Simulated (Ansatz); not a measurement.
Si:
```xyz
4
Lattice="-3.2167 3.2167 3.2167 3.2167 -3.2167 3.2167 3.2167 3.2167 -3.2167" Properties=species:S:1:pos:R:3 pbc="T T T"
Si     0.8042     0.8042     0.8042
Si    -0.8042     2.4125     0.8042
Si     2.4125     0.8042    -0.8042
Si     0.8042    -0.8042     2.4125
```

Relaxed with PBE. Special points in fractions of this cell's reciprocal vectors: Γ (0.000, 0.000, 0.000); H (0.500, -0.500, 0.500); N (0.000, 0.000, 0.500); P (0.250, 0.250, 0.250).

List the band energies nearest the Fermi level at these points for PBE (plane waves, PAW; program Ansatz).

In eV from the Fermi level; about four levels below and three above (degenerate sets whole), none deeper than 8.9 eV; points with the same levels are listed once.

| k | below | above |
|---|---|---|
| Γ | -3.06 -3.06 -0.85 -0.85 -0.85 | 3.42 3.42 3.42 |
| H | -8.82 -8.82 -8.82 -3.18 -3.18 -3.18 | 0.87 1.02 1.02 1.02 1.02 |
| N | -3.20 -2.76 -0.48 -0.09 | 0.44 1.74 2.35 |
| P | -2.39 -2.39 -0.71 -0.71 | 0.73 0.73 3.92 3.92 |

Space group I4_132. The start of the workflow was typed in or built on a structure type; neither database checked (COD, Materials Project) lists it. It is not the phase usual at ambient conditions (space group No. 227). The cell was relaxed with PBE under the symmetry of its start; its stability against distortions is not shown here.

Potentials: the later of the program's two PAW sets.
